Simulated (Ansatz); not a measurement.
Geometry optimisation in Ansatz: input, command and trajectory.

```yaml
crystal:
  lattice:
    - [4.2198909408, 0.0, 0.0]
    - [0.0, 4.2198909408, 0.0]
    - [0.0, 0.0, 4.2198909408]
  atoms:
    - { symbol: K, position: [0.0, 0.0, 0.0] }
    - { symbol: Ir, position: [0.0, 0.5, 0.5] }
    - { symbol: Ir, position: [0.5, 0.0, 0.5] }
    - { symbol: Ir, position: [0.5, 0.5, 0.0] }
basis:
  ecutwfc: 500
kpoints:
  mp_grid: { grid: [4, 4, 4] }
hamiltonian:
  xc: r2scan
scf:
  occupations: { method: gaussian, width: 0.1 }
  lower_state_search: "off"
output:
  forces: true
  stress: true
  eigenvalues: true
relax:
  adjacent_minimum: "off"
  f_tol: 0.04
  max_steps: 70
  cell: { stress_tol: 0.4 }
```

```bash
ansatz run input.yaml --threads 1 --pin off --max-ram 2560MiB --backend cpu --events-out ev --progress --plain --runs-dir out
```

Theory: Ansatz, DFT r2SCAN, scalar-relativistic, plane waves, PAW.

Of 5 frames 5 are shown, positions in Å and forces in eV/Å; the SCF threshold varies from step to step. Steps run on the plane waves of an earlier cell, with a Pulay correction in the pressure. The basis is chosen afresh for the last frame, the zero of the energies, and at times for earlier ones too; energy and pressure step there, also at an unchanged geometry.

```xyz
4
Lattice="4.2199 0.0000 0.0000 0.0000 4.2199 0.0000 0.0000 0.0000 4.2199" Properties=species:S:1:pos:R:3:forces:R:3 pbc="T T T" step=1 free_energy_over_end_meV_per_atom=131.29 pressure_GPa=-16.06
K     0.0000    0.0000    0.0000    0.0000    0.0000    0.0000
Ir    0.0000    2.1099    2.1099    0.0000    0.0000    0.0000
Ir    2.1099    0.0000    2.1099    0.0000    0.0000    0.0000
Ir    2.1099    2.1099    0.0000    0.0000    0.0000    0.0000
4
Lattice="4.0142 0.0000 0.0000 0.0000 4.0142 0.0000 0.0000 0.0000 4.0142" Properties=species:S:1:pos:R:3:forces:R:3 pbc="T T T" step=2 free_energy_over_end_meV_per_atom=2.50 pressure_GPa=3.61
K     0.0000    0.0000    0.0000    0.0000    0.0000    0.0000
Ir    0.0000    2.0071    2.0071    0.0000    0.0000    0.0000
Ir    2.0071    0.0000    2.0071    0.0000    0.0000    0.0000
Ir    2.0071    2.0071    0.0000    0.0000    0.0000    0.0000
4
Lattice="4.0489 0.0000 0.0000 0.0000 4.0489 0.0000 0.0000 0.0000 4.0489" Properties=species:S:1:pos:R:3:forces:R:3 pbc="T T T" step=3 free_energy_over_end_meV_per_atom=-0.56 pressure_GPa=-0.99
K     0.0000    0.0000    0.0000    0.0000    0.0000    0.0000
Ir    0.0000    2.0245    2.0245    0.0000    0.0000    0.0000
Ir    2.0245    0.0000    2.0245    0.0000    0.0000    0.0000
Ir    2.0245    2.0245    0.0000    0.0000    0.0000    0.0000
4
Lattice="4.0413 0.0000 0.0000 0.0000 4.0413 0.0000 0.0000 0.0000 4.0413" Properties=species:S:1:pos:R:3:forces:R:3 pbc="T T T" step=4 free_energy_over_end_meV_per_atom=-0.91 pressure_GPa=-0.04
K     0.0000    0.0000    0.0000    0.0000    0.0000    0.0000
Ir    0.0000    2.0207    2.0207    0.0000    0.0000    0.0000
Ir    2.0207    0.0000    2.0207    0.0000    0.0000    0.0000
Ir    2.0207    2.0207    0.0000    0.0000    0.0000    0.0000
4
Lattice="4.0413 0.0000 0.0000 0.0000 4.0413 0.0000 0.0000 0.0000 4.0413" Properties=species:S:1:pos:R:3:forces:R:3 pbc="T T T" step=5 free_energy_over_end_meV_per_atom=0.00 pressure_GPa=-0.09
K     0.0000    0.0000    0.0000    0.0000    0.0000    0.0000
Ir    0.0000    2.0207    2.0207    0.0000    0.0000    0.0000
Ir    2.0207    0.0000    2.0207    0.0000    0.0000    0.0000
Ir    2.0207    2.0207    0.0000    0.0000    0.0000    0.0000
```

The start puts this composition into another compound's structure type, which needn't suit it. At the end the space group is Pm-3m (tolerance 0.05 Å).

Time: 14 s on 1 thread of AMD EPYC 7B13 (Zen 3) (shared host), peak memory 0.54 GiB.

The k mesh is coarse. Spin–orbit coupling is left out, which can shift energies with elements as heavy as these.